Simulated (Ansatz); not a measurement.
# TaCuN2 under compression and expansion

```xyz
4
Lattice="1.5680 0.9053 5.8127 -1.5680 0.9053 5.8127 0.0000 -1.8106 5.8127" Properties=species:S:1:pos:R:3 pbc="T T T"
Ta    0.0000    0.0000    8.7190
Cu    0.0000    0.0000    0.0000
N     0.0000    0.0000    2.0751
N     0.0000    0.0000   15.3629
```

The cell comes from COD entry 4030363, which wasn't checked; take it as a given geometry.

Spin–orbit coupling is left out, though it moves levels of the heavy atoms by tenths of an eV or more.

All numbers are computed: DFT, PBEsol, all-electron LAPW, scalar-relativistic (Ansatz 0.2.0); DFT, PBEsol, PAW with Ansatz's default frozen-core files, scalar-relativistic (Ansatz 0.2.0).

For LAPW: a Γ-centred 12×12×12 k mesh, Fermi–Dirac smearing of 0.05 eV, basis error target 1 meV/atom, no spin polarisation. PAW takes a cutoff of 420 eV at this cell (files made with PBE, cores remade for this functional). The Ansatz runs share mesh, smearing and spin set-up. Plane-wave (PAW) pressures include the program's estimate of the Pulay term.

The cell above is scaled evenly, with fractional coordinates and shape held.

| V/V(cell) | V (Å³/atom) | P, LAPW (GPa) | P, PAW (GPa) | gap on the k mesh, LAPW (eV) | free energy over the lowest listed, PAW (meV/atom) |
| --- | --- | --- | --- | --- | --- |
| 0.9400 | 11.634 | 36.12 | 36.59 | 0.81 | 161.8 |
| 0.9800 | 12.129 | 22.97 | 23.30 | 0.84 | 70.0 |
| 1.0000 | 12.377 | 17.30 | 17.57 | 0.85 | 38.5 |
| 1.0100 | 12.500 | 14.66 | 14.90 | 0.85 | 25.9 |
| 1.0400 | 12.872 | 7.47 | 7.64 | 0.86 | 0.0 |
